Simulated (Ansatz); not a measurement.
## Electric field gradients in GeSbTe3

The calculation used Ansatz, DFT PBEsol, scalar-relativistic, plane waves, PAW. Cutoff 420 eV, 12×12×12 k-points (Γ-centred), Fermi-Dirac smearing of 0.15 eV. No spin polarisation.

Relaxed structure:
```xyz
5
Lattice="2.0555 1.1868 9.8678 -2.0555 1.1868 9.8678 0.0000 -2.3735 9.8678" Properties=species:S:1:pos:R:3 pbc="T T T"
Ge    0.0000    0.0000   17.7382
Sb    0.0000    0.0000   11.7496
Te    0.0000    0.0000   29.5259
Te    0.0000    0.0000   23.4374
Te    0.0000    0.0000    6.3592
```

In a metal these results depend on the k mesh and the smearing. Spin–orbit coupling is left out, which matters for gradients at heavy nuclei.

Give V_zz (10²¹ V/m²) and the asymmetry η at each distinct site.

Answers

```
       atom V_zz     η
Ge (atom 1)   1.02  0.00
Sb (atom 2)   4.42  0.00
Te (atom 3)   9.46  0.00
Te (atom 4)  10.30  0.00
Te (atom 5)   2.64  0.00
```

Whether GeSbTe3 exists in this form wasn't checked.

Cost: 1 run of about 1.8 core-minutes, on Arm Neoverse V2 (shared hosts).